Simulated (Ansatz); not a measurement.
GaP:
```yaml
crystal:
  lattice:
    - [3.21723, 0.00000, 0.00000]
    - [0.00000, 3.21723, 0.00000]
    - [0.00000, 0.00000, 3.21723]
  atoms:
    - { symbol: Ga, position: [0.00000, 0.00000, 0.00000] }
    - { symbol: P, position: [0.50000, 0.50000, 0.50000] }
```

Relaxed with PBE. Special points in fractions of this cell's reciprocal vectors: Γ (0.000, 0.000, 0.000); X (0.000, 0.500, 0.000); M (0.500, 0.500, 0.000); R (0.500, 0.500, 0.500).

Q: List the band energies nearest the Fermi level at these points for PBE in the plane-wave PAW code Ansatz.

A: In eV from the Fermi level; about four levels below and three above (degenerate sets whole), none deeper than 8.9 eV; … stands for higher levels left out; points with the same levels are listed once.

| k | below | above |
|---|---|---|
| Γ | -1.06 -0.74 -0.74 -0.74 | 4.46 4.46 … |
| X | -8.60 | 1.21 1.21 3.49 |
| M | -5.52 -5.52 -4.64 | 2.04 7.62 7.62 |
| R | -1.47 -0.64 -0.64 -0.64 | … |

Space group Pm-3m (CsCl type). The cell is a constructed one: a structure type filled with these elements; neither database checked (COD, Materials Project) lists it. It is not the phase usual at ambient conditions (space group No. 216). The cell was relaxed with PBE under the symmetry of its start; whether a distortion lowers the energy is not shown. Scalar-relativistic: spin–orbit coupling is off unless named, which matters more the heavier the elements.

Potentials: the earlier of the program's two PAW sets.
